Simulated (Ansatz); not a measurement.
Si3N4:
```
CELL_PARAMETERS angstrom
      0.00000     3.89426     3.89426
      3.89426     0.00000     3.89426
      3.89426     3.89426     0.00000
ATOMIC_POSITIONS crystal
  Si 0.62500 0.62500 0.12500
  Si 0.62500 0.12500 0.62500
  Si 0.62500 0.62500 0.62500
  Si 0.12500 0.62500 0.62500
  Si 0.25000 0.25000 0.25000
  Si 0.00000 0.00000 0.00000
  N  0.86754 0.86754 0.86754
  N  0.85262 0.38246 0.38246
  N  0.86754 0.86754 0.39738
  N  0.38246 0.85262 0.38246
  N  0.39738 0.86754 0.86754
  N  0.38246 0.38246 0.38246
  N  0.86754 0.39738 0.86754
  N  0.38246 0.38246 0.85262
```

Relaxed with PBE. Special points in fractions of this cell's reciprocal vectors: Γ (0.000, 0.000, 0.000); X (0.500, 0.000, 0.500); U (0.625, 0.250, 0.625); K (0.375, 0.375, 0.750); L (0.500, 0.500, 0.500); W (0.500, 0.250, 0.750).

List the band energies nearest the valence-band maximum at these points for plane-wave PAW PBE (Ansatz code).

In eV from the valence-band maximum; about four levels below and three above (degenerate sets whole), none deeper than 8.9 eV; points with the same levels are listed once.

```json
[
 {"k": "Γ", "below": "-0.16 -0.16 -0.16 -0.04 -0.04 -0.04", "above": "3.34 3.34 3.34"},
 {"k": "X", "below": "-1.10 -1.10 -0.42 -0.42", "above": "6.62 6.62 6.94 6.94"},
 {"k": "U", "below": "-1.45 -1.20 -0.96 -0.21", "above": "6.19 6.64 6.92"},
 {"k": "L", "below": "-0.47 -0.47 -0.33 -0.33", "above": "4.92 5.76 5.76"},
 {"k": "W", "below": "-1.05 -1.05 -0.73 -0.73", "above": "6.64 6.64 7.15 7.15"}
]
```

Space group Fd-3m. The PBE relaxation kept the symmetry of its start.

Potentials: the earlier of the program's two PAW sets.
